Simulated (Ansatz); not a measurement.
Total density of states per atom from PBEsol (plane waves, PAW; program Ansatz), in 0.25 eV bins, energy from the Fermi level:

(E (eV), states/eV/atom): (-7.85, 0.19); (-7.60, 0.10); (-7.35, 0.03); (-7.10, 0.00); (-6.85, 0.00); (-6.60, 0.05); (-6.35, 0.17); (-6.10, 0.22); (-5.85, 0.24); (-5.60, 0.31); (-5.35, 0.44); (-5.10, 0.44); (-4.85, 0.42); (-4.60, 0.51); (-4.35, 0.55); (-4.10, 0.71); (-3.85, 0.73); (-3.60, 0.71); (-3.35, 0.84); (-3.10, 1.13); (-2.85, 1.23); (-2.60, 0.97); (-2.35, 1.09); (-2.10, 1.07); (-1.85, 1.27); (-1.60, 1.01); (-1.35, 1.23); (-1.10, 1.20); (-0.85, 1.14); (-0.60, 0.92); (-0.35, 0.89); (-0.10, 0.58); (0.15, 0.76); (0.40, 0.98); (0.65, 1.03); (0.90, 0.61); (1.15, 0.58); (1.40, 0.57); (1.65, 0.45); (1.90, 0.43); (2.15, 0.45); (2.40, 0.44); (2.65, 0.44); (2.90, 0.39); (3.15, 0.41); (3.40, 0.34); (3.65, 0.39); (3.90, 0.37); (4.15, 0.40); (4.40, 0.44); (4.65, 0.45)

Task: Pick the material that matches.
A) YGe3, Cmcm (Y on 4c, Ge on 4c, Ge on 4c, Ge on 4c)
B) Fe3Si, P4/mmm (Fe on 2h, Fe on 1a, Si on 1b)
C) FeGe, C2/m (Pearson symbol mS16)
D) Ti3Ge, I-4 (Ti on 8g, Ti on 8g, Ti on 8g, Ge on 8g)

Result: C, FeGe, C2/m (Pearson symbol mS16). Within 0.5 eV of the Fermi level: Fe 3d 83 %, Ge 4p 11 %. Projections are on Löwdin-orthogonalised atomic valence shells; empty p or d shells of many metals are not among them.

The first step of the workflow began from a Materials Project structure, measured or hypothetical; the Crystallography Open Database copy checked does not list it. COD files the formula under space group No. 198. Whether it is the stable phase at ambient conditions was not checked. The PBEsol relaxation kept the symmetry of its start; whether a distortion lowers the energy is not shown. Magnetic state: ferromagnetic, chosen from 3 collinear starts compared on coarse meshes (ties went to the first, and starts can fall back to one state), not a proven ground state. Spin–orbit coupling is left out wherever it is not named.

Potentials: the later of the program's two PAW sets.
